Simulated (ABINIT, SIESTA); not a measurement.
Given: the input of a run of ABINIT 10.8.3 (patched build) on GdO. 

The input run.abi:

```
# Pseudopotentials
pp_dirpath "./"
pseudos "Gd.GGA_PBE-JTH.xml, O.GGA_PBE-JTH.xml"

# Structure
structure "poscar:POSCAR"
natom 2

# Plane-wave basis
ecut 23.0
pawecutdg 45.0

# k points
kptopt 1
ngkpt 9 9 9
nshiftk 1
shiftk 0.0 0.0 0.0

# Exchange and correlation
ixc 11

# Bands and occupations
nband 21
occopt 3
tsmear 0.05 eV

# Spin
nsppol 2
spinat
     0.0000000000     0.0000000000     7.0000000000
     0.0000000000     0.0000000000     0.0000000000

# SCF cycle
nstep 100
tolvrs 1.0e-9

# Output
iomode 3
prtwf 0
prtden 0
prteig 0
prtebands 0
enunit 1
```

Contents of POSCAR:

```
GdO
1.0
    0.0000000000      2.7000000000      2.7000000000
    2.7000000000      0.0000000000      2.7000000000
    2.7000000000      2.7000000000      0.0000000000
Gd O
1 1
Direct
    0.0000000000      0.0000000000      0.0000000000  Gd
    0.7500000000      0.7500000000      0.7500000000  O
```

Potentials or basis: JTH PAW PBE v2.0.

Launch:

```bash
$ abinit run.abi > log 2>&1
```

Q: What does the same run look like in SIESTA 5.4.2? Potentials or basis there: files PseudoDojo sr-pbe-0.4-3plus, PseudoDojo sr-pbe-0.4.1-standard, DZP (energy shift 0.003 Ry; two zetas on semicore shells).

A: As run (cutoffs and basis follow the program's own potentials, and thresholds, step limits or extra output files can differ):

Contents of GdO.fdf:

```
SystemName                      GdO
SystemLabel                     GdO
NumberOfSpecies                 2
NumberOfAtoms                   2
%block ChemicalSpeciesLabel
  1  64 Gd
  2   8 O
%endblock ChemicalSpeciesLabel

LatticeConstant                 1.0 Ang
%block LatticeVectors
     0.0000000000     2.7000000000     2.7000000000
     2.7000000000     0.0000000000     2.7000000000
     2.7000000000     2.7000000000     0.0000000000
%endblock LatticeVectors
AtomicCoordinatesFormat         Fractional
%block AtomicCoordinatesAndAtomicSpecies
     0.0000000000     0.0000000000     0.0000000000  1  Gd
     0.7500000000     0.7500000000     0.7500000000  2  O
%endblock AtomicCoordinatesAndAtomicSpecies

%block kgrid.MonkhorstPack
    9   0   0  0.0
    0   9   0  0.0
    0   0   9  0.0
%endblock kgrid.MonkhorstPack
XC.Functional                   GGA
XC.Authors                      PBE
PAO.BasisSize                   DZP
PAO.EnergyShift                 0.003 Ry
Mesh.Cutoff                     800 Ry
Spin                            polarized
%block DM.InitSpin
    1   7.000
    2   0.000
%endblock DM.InitSpin
OccupationFunction              FD
ElectronicTemperature           0.05 eV
MaxSCFIterations                200
SCF.MustConverge                false
SCF.Mixer.Method                Pulay
SCF.Mixer.Weight                0.1
SCF.Mixer.History               10
SCF.DM.Tolerance                5.0e-05
SCF.H.Tolerance                 1.0e-03 eV
WriteForces                     true
Charge.Mulliken                 end
Charge.Hirshfeld                end
Charge.Voronoi                  end
SaveRho                         true
SaveElectrostaticPotential      true
%block SyntheticAtoms
  1
  6 6 5 5
  2.0 0.0 1.0 0.0
%endblock SyntheticAtoms
%block PAO.Basis
  Gd 5
  n=5 0 2
    3.699 0.000
  n=6 0 2
    9.150 0.000
  n=5 1 2
    4.431 0.000
  n=6 1 1
    9.150
  n=5 2 2
    8.514 0.000
%endblock PAO.Basis
```

Potentials or basis: PseudoDojo 0.4 standard with PseudoDojo 3+ lanthanides (4f in the core) (PBE files), converted to PSML, two zetas on semicore shells, DZP (energy shift 0.003 Ry; two zetas on semicore shells).

Command:

```console
$ siesta < GdO.fdf > GdO.out 2>&1
```

Both were run:

|  | ABINIT | SIESTA |
| --- | --- | --- |
| Pressure | -0.9 GPa | -1.7 GPa |
| Net moment | -0.04 μB per cell | 0.92 μB per cell |

The potentials hold 24 and 17 valence electrons a cell.

The magnetic state is the one that the start led to; the real crystal's order can differ.

Pressure is positive in compression.
